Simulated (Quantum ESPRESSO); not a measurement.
## Kohn-Sham bands of SrNiF$_{6}$ (R-3m)

```yaml
crystal:
  lattice:
    - [3.55213, 2.05082, 2.20367]
    - [-3.55213, 2.05082, 2.20367]
    - [0.00000, -4.10165, 2.20367]
  atoms:
    - { symbol: Sr, position: [0.50000, 0.50000, 0.50000] }
    - { symbol: Ni, position: [0.00000, 0.00000, 0.00000] }
    - { symbol: F, position: [0.72210, 0.72210, 0.06795] }
    - { symbol: F, position: [0.27790, 0.27790, 0.93205] }
    - { symbol: F, position: [0.06795, 0.72210, 0.72210] }
    - { symbol: F, position: [0.93205, 0.27790, 0.27790] }
    - { symbol: F, position: [0.72210, 0.06795, 0.72210] }
    - { symbol: F, position: [0.27790, 0.93205, 0.27790] }
```

Structure: Materials Project mp-555718, symmetrised, not relaxed again. COD (Crystallography Open Database) has an entry of this formula and space group (matched by these alone). Method: PBEsol plane waves in Quantum ESPRESSO 7.5 (PseudoDojo norm-conserving files, 79 Ry, no spin polarisation, no spin-orbit coupling), Bloch states on a 4×4×4 mesh through Γ, Wannier90 4.0.1. Density: 8×8×8 mesh, cold smearing 0.01 Ry.

Energies are relative to the valence-band maximum; weights are on the orthonormalised atomic waves of the pseudopotential files, averaged over the group. 70 electrons a cell are treated as valence.

### Question
Into which isolated groups do the bands fall, where do they lie and what are they made of?

### Answer
| bands | from (eV) | to (eV) | filling | weight on atomic waves |
|---|---|---|---|---|
| 1 | -104.18 | -104.18 | filled | Ni 3s 99 % |
| 2–4 | -64.72 | -64.60 | filled | Ni 3p 100 % |
| 5 | -31.36 | -31.34 | filled | Sr 4s 99 % |
| 6 | -21.85 | -21.50 | filled | F 2s 81 %, Ni 4s 14 % |
| 7–11 | -21.12 | -20.68 | filled | F 2s 96 % |
| 12–14 | -13.43 | -13.26 | filled | Sr 4p 97 % |
| 15–23 | -5.70 | -3.13 | filled | F 2p 73 %, Ni 3d 23 % |
| 24–35 | -2.47 | 0.00 | filled | F 2p 84 %, Ni 3d 15 % |
| 36–37 | 1.21 | 1.74 | empty | Ni 3d 51 %, F 2p 47 % |

The Kohn-Sham gap over both meshes and the path is 1.21 eV.
